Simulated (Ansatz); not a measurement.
In2Ge2O7 (space group C2/m)

```xyz
11
Lattice="3.3272 -4.4339 0.0000 3.3272 4.4339 0.0000 -1.0388 0.0000 4.8504" Properties=species:S:1:pos:R:3 pbc="T T T"
In     3.3272     1.7111     0.0000
In     3.3272    -1.7111     0.0000
Ge     4.4609     0.0000     2.8824
Ge     1.1548     0.0000     1.9680
O      1.3807    -1.4784     1.0275
O      4.2349     1.4784     3.8229
O      4.2349    -1.4784     3.8229
O      1.3807     1.4784     1.0275
O     -0.5194     0.0000     2.4252
O      1.9940     0.0000     3.5244
O      3.6216     0.0000     1.3260
```

The slice is a (001) plane (indices of the conventional cell) through the point (0.693, 0.307, 0.000) (fractional), spanned by u = [110] and v = [1 -1 0] in vectors of this cell: u (6.65 Å) and v (8.87 Å, at 90° to u). It covers one period; positions are fractions (u, v).

Computed with PBEsol (plane waves to 420 eV, PAW, scalar-relativistic; Ansatz, an electronic-structure program). k mesh 5×5×6. Near the nuclei the fields are pseudised (PAW); where an atom keeps semicore shells as valence, they peak there. In2Ge2O7 was relaxed with its symmetry unable to fall.

Problem. Predict the map of the density of the lowest conduction band (whole band as if filled, smooth part) on the slice.

Solution. 
```tsv
v \ u	0.00	0.13	0.27	0.40	0.53	0.67	0.80	0.93
0.90	0.032	0.019	0.001	0.004	0.008	0.001	0.005	0.031
0.80	0.007	0.004	0.002	0.004	0.004	0.002	0.003	0.006
0.70	0.039	0.024	0.001	0.004	0.011	0.001	0.006	0.039
0.60	0.019	0.043	0.003	0.031	0.058	0.007	0.011	0.043
0.50	0.057	0.011	0.004	0.053	0.028	0.025	0.002	0.040
0.40	0.009	0.002	0.002	0.027	0.032	0.011	0.001	0.006
0.30	0.005	0.003	0.002	0.005	0.006	0.003	0.002	0.004
0.20	0.012	0.002	0.002	0.034	0.039	0.014	0.001	0.008
0.10	0.062	0.016	0.004	0.052	0.027	0.025	0.003	0.047
0.00	0.021	0.044	0.002	0.024	0.052	0.004	0.011	0.044
```

Values: density of the lowest conduction band (whole band as if filled, smooth part) in e/Å³.
